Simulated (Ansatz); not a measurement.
Ag (Fm-3m) as a metal

```xyz
1
Lattice="0.0000 2.0271 2.0271 2.0271 0.0000 2.0271 2.0271 2.0271 0.0000" Properties=species:S:1:pos:R:3 pbc="T T T"
Ag    0.0000    0.0000    0.0000
```

Conventional cell: a = 4.054 Å, b = 4.054 Å, c = 4.054 Å, α = 90.00°, β = 90.00°, γ = 90.00°. Ag (atom 1) is surrounded by 12 Ag at 2.87 Å.

Computed, not measured; unless marked otherwise by PBEsol, all-electron LAPW in Ansatz 0.2.0, scalar-relativistic. k mesh 16×16×16, fine mesh 24×24×24, Fermi-Dirac smearing of 0.100 eV, basis error target 1 meV/atom. The cell was relaxed by PAW under this functional.

Levels and slopes are solved on a 24×24×24 mesh, and each state is taken as quadratic over its cell.

What is the density of states at the Fermi level, and which bare Sommerfeld coefficient follows?

N(E_F) = 0.261 states/eV/atom (both spins), so γ = (π²/3) k_B² N(E_F) = 0.615 mJ/(mol-atom K²) without electron-phonon or spin-fluctuation enhancement.

What Drude plasma energy and σ/τ do the band velocities give?

(ħω_p,α)² = (e²/ε₀VN_k) Σ_nkσ (∂E/∂k_α)² δ(E − E_F) gives ħω_p = (9.22, 9.22, 9.22) eV along x, y, z, and σ/τ = ε₀ω_p² = 17.4×10²⁰ Ω⁻¹m⁻¹s⁻¹ along x. Weighted by the density of states, the mean Fermi speed is 1.43×10⁶ m/s; the surface has an area of 18.3 Å⁻² for each spin direction.

Which bands cross the Fermi level, and what do they carry?

```tsv
band	filled part	N (states/eV/cell)	speed (10⁶ m/s)	5th to 95th percentile	area (Å⁻²)	filling
1	0.50	0.261	1.43	0.92 to 1.59	18.2	partly filled
```

Map the plane k₃ = 0 of the mesh: how many bands lie under the Fermi level at each point, counted from the least on the plane?

k₁ runs to the right and k₂ upwards, each from −½ to ½ with 0 in the middle (the axes needn't be at right angles):
```
000000000001111111100000
000000000011111111111110
000000000111111111111110
000000001111111111111110
000000011111111111111110
000000111111111111111111
000001111111111111111111
000011111111111111111111
000111111111111111111111
101111111111111111111111
111111111111111111111111
111111111111111111111111
111111111111111111111111
111111111111111111111110
011111111111111111111100
011111111111111111111000
011111111111111111110000
011111111111111111100000
001111111111111111000000
001111111111111110000000
001111111111111100000000
001111111111111000000000
000000111111110000000000
000000000011111000000000
```

On PAW files the program sums the optical response inside the mesh cells, interband lines and its own Drude term. Where does ε₁ rise through zero (a sharp plasmon if ε₂ is small there), and how much light is reflected?

- Fine mesh: 24, 24, 24
- Window top: 30 eV
- Line width: 0.15 eV
- Drude damping: 0.1 eV
- ε₁ rises through zero at x: 3.17, 6.79 eV
- ε₂ there x: 3.93, 2.15
- Plasma energy (x, y, z): 9.188, 9.188, 9.188 eV
- Reflectivity at 1 eV, x-polarised: 0.9765
- Reflectivity at 2 eV, x-polarised: 0.966
- Reflectivity at 3 eV, x-polarised: 0.2767

The plasma energy here is the program's own sum at the run's smearing; it differs from the value above by up to 0 %, through mesh and smearing.

What does PAW give for the same cell?

N(E_F) = 0.261 states/eV/atom and ħω_p,x = 9.22 eV.

Known limits: filled d bands lie too high at this level, so their transitions start too early; these sums move with the mesh, by several per cent and more for small sheets; frozen-core PAW files fitted under PBE, their cores solved anew for the functional of the run.
